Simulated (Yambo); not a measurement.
Yambo run on RhCuO$_{2}$ (space group R-3m, No. 166) under isotropic strain of +1 % on all lattice vectors. The wavefunctions come from this Quantum ESPRESSO step (PBEsol, PseudoDojo standard norm-conserving files, scalar-relativistic):

```
&CONTROL
  calculation = 'nscf'
  pseudo_dir = './pseudo'
  outdir = './out'
/
&SYSTEM
  ibrav = 0
  nat = 4
  ntyp = 3
  ecutwfc = 92.0
  ecutrho = 368.0
  occupations = 'fixed'
  force_symmorphic = .true.
  nbnd = 102
/
&ELECTRONS
  conv_thr = 4e-09
  diago_full_acc = .true.
  diago_thr_init = 1e-08
/
ATOMIC_SPECIES
O 15.9990 O.upf
Cu 63.5460 Cu.upf
Rh 102.9055 Rh.upf
CELL_PARAMETERS angstrom
  1.550873913954   0.895397471700   5.693872054352
 -1.550873913954   0.895397471700   5.693872054352
  0.000000000000  -1.790794943401   5.693872054352
ATOMIC_POSITIONS crystal
O   0.892125802200   0.892125802200   0.892125802200
O   0.107874197800   0.107874197800   0.107874197800
Cu   0.000000000000   0.000000000000   0.000000000000
Rh   0.500000000000   0.500000000000   0.500000000000
K_POINTS automatic
4 4 4 0 0 0
```

Yambo input:

```
rim_cut
gw0
dyson
el_el_corr
HF_and_locXC
ppa
em1d
RandQpts= 1000000
RandGvec= 1 Ry
EXXRLvcs= 92 Ry
VXCRLvcs= 368 Ry
Chimod= "HARTREE"
% BndsRnXp
 9 | 101 |
%
NGsBlkXp= 8 Ry
% LongDrXp
 1.0 | 1.0 | 1.0 |
%
PPAPntXp= 27.2114 eV
% GbndRnge
 1 | 101 |
%
GTermKind= "BG"
DysSolver= "n"
ExtendOut
% QPkrange
 1 | 1 | 24 | 25 |
 11 | 11 | 24 | 25 |
 13 | 13 | 24 | 25 |
%
```

k points by index: 1 = Γ, 11 = (0.25, -0.5, -0.5), 13 = Z.

The o-*.qp file then holds:

```
#    K-point    Band    Eo [eV]    E [eV]    E-Eo [eV]    Vxc [eV]    Vnlxc [eV]    Sc|Eo [eV]    Sc|E [eV]    dSc/dw|Eo [eV]    Re(Z)    Im(Z)
#
    1    24    -0.485364    -0.491835    -0.006471    -20.82657    -25.42134    4.586228    4.588303    -8.514217    0.761674    -0.001710
    1    25    2.220587    2.756795    0.536208    -23.06113    -19.87113    -2.490969    -2.653786    -8.261780    0.767096    -0.001123
    11    24    -0.023833    0.016817    0.040650    -22.77575    -27.85680    5.134611    5.121695    -8.677940    0.758200    -0.001548
    11    25    1.119682    1.835600    0.715918    -23.10117    -19.22773    -2.939103    -3.157523    -8.301027    0.766247    -0.001423
    13    24    0.000000    0.021660    0.021660    -21.78879    -26.69959    4.939170    4.932462    -8.485716    0.762282    -0.001543
    13    25    2.736333    3.664326    0.927993    -22.90009    -17.75483    -3.917071    -4.217269    -8.802168    0.755587    -0.703683E-3
```
(The two width columns are left out.) Convergence of these settings isn't established.

Spin-orbit coupling is not included.

Geometry strained from the cell relaxed with PBEsol, atoms relaxed again.
